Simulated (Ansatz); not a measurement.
Lu (hcp, Mg type)

```xyz
2
Lattice="3.5044 0.0000 0.0000 -1.7522 3.0349 0.0000 0.0000 0.0000 5.4515" Properties=species:S:1:pos:R:3 pbc="T T T"
Lu     0.0000     2.0233     4.0886
Lu     1.7522     1.0116     1.3629
```

The slice is a (0001) plane (indices of the conventional cell) through the point (0.333, 0.667, 0.750) (fractional), spanned by u = [110] and v = [1 -1 0] in vectors of this cell: u (3.50 Å) and v (6.07 Å, at 90° to u). It covers one period; positions are fractions (u, v).

Computed with r2SCAN (plane waves to 500 eV, PAW, scalar-relativistic; Ansatz, an electronic-structure program). k mesh 15×15×9. These are valence fields of a PAW run, semicore shells included where kept as valence: close to a nucleus they are smooth pseudo fields. Lu is run without spin polarisation. Lu was relaxed with its symmetry unable to fall. The PAW data are Ansatz's earlier set.

Three fields on this plane, each scaled to ten steps between its own extremes (0 low, 9 high; the total valence density on a logarithmic scale, the potential cut 8 eV below its top; x marks points blanked near nuclei; v = 0 in the bottom row):

Map A
```
|xxxxx0367630xxxx|
|xxxxx0478740xxxx|
|xxxx026898620xxx|
|xxx00479997400xx|
|0001468999864100|
|2235678999876532|
|6667777777777766|
|8887654323456788|
|9886410000014688|
|987400xxxxx00478|
|87510xxxxxxx0157|
|7740xxxxxxxxx047|
|7630xxxxxxxxx036|
|7620xxxxxxxxx026|
|7630xxxxxxxxx036|
|8740xxxxxxxxx047|
|98620xxxxxxx0268|
|997400xxxxx00479|
|9986410000014689|
|9987653222356789|
|7777776666677777|
|2345678888876543|
|0001468898864100|
|xxx00478987400xx|
|xxxx015787510xxx|
|xxxxx0477740xxxx|
|xxxxx0367630xxxx|
|xxxxx0267620xxxx|
```

Map B
```
|xxxxx8321238xxxx|
|xxxxx7322237xxxx|
|xxxx953222359xxx|
|xxx95322222359xx|
|9864322222223468|
|3321122222221123|
|0000112222211000|
|0000123444321000|
|0000247999742000|
|000159xxxxx95100|
|00149xxxxxxx9410|
|0026xxxxxxxxx620|
|0138xxxxxxxxx831|
|1139xxxxxxxxx931|
|1238xxxxxxxxx832|
|2237xxxxxxxxx732|
|22359xxxxxxx9532|
|222359xxxxx95322|
|2222346898643222|
|2222112333211222|
|2221100000001122|
|4432100000001234|
|9974200000002479|
|xxx95100000159xx|
|xxxx941000149xxx|
|xxxxx6200026xxxx|
|xxxxx8310138xxxx|
|xxxxx9311139xxxx|
```

Map C
```
|xxxxx1024201xxxx|
|xxxxx0146410xxxx|
|xxxx102686201xxx|
|xxx10158985101xx|
|1100037999730001|
|0000246787642000|
|0012333333333210|
|3222110000011222|
|4321000111000123|
|431001xxxxx10013|
|32001xxxxxxx1002|
|2100xxxxxxxxx001|
|2101xxxxxxxxx101|
|3101xxxxxxxxx101|
|4201xxxxxxxxx102|
|6410xxxxxxxxx014|
|86201xxxxxxx1026|
|985101xxxxx10158|
|9973000111000379|
|8764200000002467|
|3333321000123333|
|0001122232221100|
|1100012343210001|
|xxx10013431001xx|
|xxxx100232001xxx|
|xxxxx0012100xxxx|
|xxxxx1012101xxxx|
|xxxxx1013101xxxx|
```

Q: Assign the maps to these fields: electron localisation function (ELF); valence electron density; electrostatic potential energy of an electron, from the cell's mean.

A: A is the electrostatic potential energy of an electron, from the cell's mean; B is the valence electron density; C is the electron localisation function (ELF).
